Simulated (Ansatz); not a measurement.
Values for one crystal, relaxed and computed with r²SCAN in the plane-wave PAW code Ansatz; other levels are named.

| Quantity | Result |
|---|---|
| Volume per atom | 12.49 Å³ |
| Electronic character | metallic (no gap) |
| Gap with spin–orbit coupling | none (metallic) |
| Bulk modulus (Birch–Murnaghan fit) | 244 GPa |
| Formation energy from the elements (no fitted shifts) | -105 kJ/mol-atom |
| Pressure derivative B′ | 3.9 |
| Density of states at the Fermi level | 0.11 states/eV per atom (mean over ±0.08 eV) |

Task: Which of these materials gives this?
A) LaSb, rock salt
B) HfC, rock salt
C) CaSiAu, P-6m2 (Ca on 1a, Si on 1f, Au on 1d)
D) LuRu3C, anti-perovskite

Result: B, HfC, rock salt

Space group Fm-3m (rock salt). The cell was relaxed with r²SCAN under the symmetry of its start. No spin polarisation was allowed. The references are the lowest solids computed at this level, not always the standard phases. Scalar-relativistic: spin–orbit coupling is off unless named, which matters more the heavier the elements.

Potentials: the later of the program's two PAW sets.
